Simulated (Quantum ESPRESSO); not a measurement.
## ZrW2O6FN (convergence and cost over cutoff and k mesh)

Computed values, not a measurement. The program is pw.x of Quantum ESPRESSO 7.5 (plane-wave density functional theory). The cell is made up: 11 atoms on a rutile lattice with one site empty, with randomly drawn elements, strain and displacements, not relaxed. PseudoDojo standard norm-conserving files (v0.5 for PBE, v0.4.1 for LDA and PBEsol) set the functional; there is no spin polarisation, spin-orbit coupling or dispersion term, and the masses in the input are unused placeholders.

Input of the run in row 4:

```
&control calculation='scf', pseudo_dir='./dojo.nc.sr.pbe.v0_5.standard.upf', outdir='./o', disk_io='low', tprnfor=.true., tstress=.true. /
&system ibrav=0, nat=11, ntyp=5, nbnd=50, ecutwfc=84.00895049, nosym=.true., tot_charge=0,
 occupations='smearing', smearing='fd', degauss=0.0018374661
/
&electrons conv_thr=7.350e-09, electron_maxstep=60, /
ATOMIC_SPECIES
F 1.0 F.upf
N 1.0 N.upf
O 1.0 O.upf
W 1.0 W.upf
Zr 1.0 Zr.upf
CELL_PARAMETERS angstrom
4.8019 -0.0052 -0.0319
-0.0052 4.7016 0.0573
-0.042 0.0755 6.2287
ATOMIC_POSITIONS angstrom
Zr -0.1114 -0.0297 -0.1177
W 2.3919 2.2708 1.6015
W -0.1054 -0.0215 3.129
O 1.3843 1.4357 0.0085
F 3.2481 3.2419 0.0563
O 3.7515 0.9139 1.5026
N 0.881 3.728 1.6868
O 1.4115 1.5176 3.1521
O 3.1392 3.3048 2.9806
O 3.7909 1.121 4.6619
O 0.8456 3.7004 4.8482
K_POINTS automatic
5 5 4 1 1 1
```

The same cell was run at these settings. Meshes are shifted by half a step, and differences are from the last row, which is itself not exact.

```
cutoff (eV)     k mesh  k points solved  threshold (eV)  free energy less the last row's (eV)  pressure (GPa)  largest stress difference (GPa)  largest force difference (eV/Å)  iterations  wall time (s)  k-point pools                  processor
        800  2 x 2 x 2                4           1e-04                                 1.190          -20.62                            10.01                            0.155          15             20              4  Intel Xeon, 2023 or later
       1143  1 x 1 x 1                1           1e-07                                 0.432          -10.02                             3.23                            1.224          23             30              4  Intel Xeon, 2023 or later
        572  5 x 5 x 4               50           1e-07                                16.350          -77.66                            67.11                            0.199          20             70              4  Intel Xeon, 2023 or later
       1143  5 x 5 x 4               50           1e-07                                 0.007          -10.68                             0.01                            0.002          22            271              4  Intel Xeon, 2023 or later
       1467  7 x 7 x 6              147           1e-07                                 0.000          -10.68                             0.00                            0.000          21            802              4  Intel Xeon, 2023 or later
```

Each pool is one process. Wall times include start-up and a band step at six k points, which weighs most on the coarsest meshes. The runs were on shared virtual cores whose load varied, so times are rough.